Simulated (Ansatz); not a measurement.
SrNbNO₂:
```
CELL_PARAMETERS angstrom
      3.97771     0.00000     0.00000
      0.00000     3.97771     0.00000
      0.00000     0.00000     4.03316
ATOMIC_POSITIONS crystal
  Sr 0.00000 0.00000 0.00000
  Nb 0.50000 0.50000 0.50000
  N  0.50000 0.50000 0.00000
  O  0.50000 0.00000 0.50000
  O  0.00000 0.50000 0.50000
```

Relaxed with LDA. Special points in fractions of this cell's reciprocal vectors: Γ (0.000, 0.000, 0.000); X (0.000, 0.500, 0.000); M (0.500, 0.500, 0.000); Z (0.000, 0.000, 0.500); R (0.000, 0.500, 0.500); A (0.500, 0.500, 0.500).

Problem. List the band energies nearest the Fermi level at these points for the program Ansatz at the LDA level (PAW).

Solution. In eV from the Fermi level; about four levels below and three above (degenerate sets whole), none deeper than 8.9 eV; points with the same levels are listed once.

```
k                          below           above
-  -----------------------------  --------------
Γ  -2.83 -2.83 -0.60 -0.60 -0.07  0.10 0.10 0.15
X        -3.60 -2.16 -1.23 -0.05  0.38 2.75 2.95
M        -2.22 -1.18 -1.18 -0.33  2.99 2.99 3.72
Z        -2.83 -2.83 -2.82 -2.82  0.16 4.12 4.12
R        -3.46 -3.41 -3.29 -0.58  2.79 4.02 4.04
A        -4.65 -2.15 -0.37 -0.37  4.04 4.74 4.74
```

Space group P4/mmm. The workflow started from a Materials Project entry (that database holds measured and hypothetical structures alike); the Crystallography Open Database copy checked does not list it. With N and O taken as one species the cell has the higher symmetry Pm-3m, so it may be an ordered model of a mixed-site phase. Its standing as an ambient phase is unchecked. The cell was relaxed with LDA under the symmetry of its start. At this level the phase is dynamically unstable (imaginary phonons). The run is not spin-polarised. A small band overlap can be real or an error of a semilocal functional. The Fermi level of a semimetal is unsure by some 0.05 eV on such meshes. Spin–orbit coupling is left out wherever it is not named.

Potentials: the later of the program's two PAW sets.
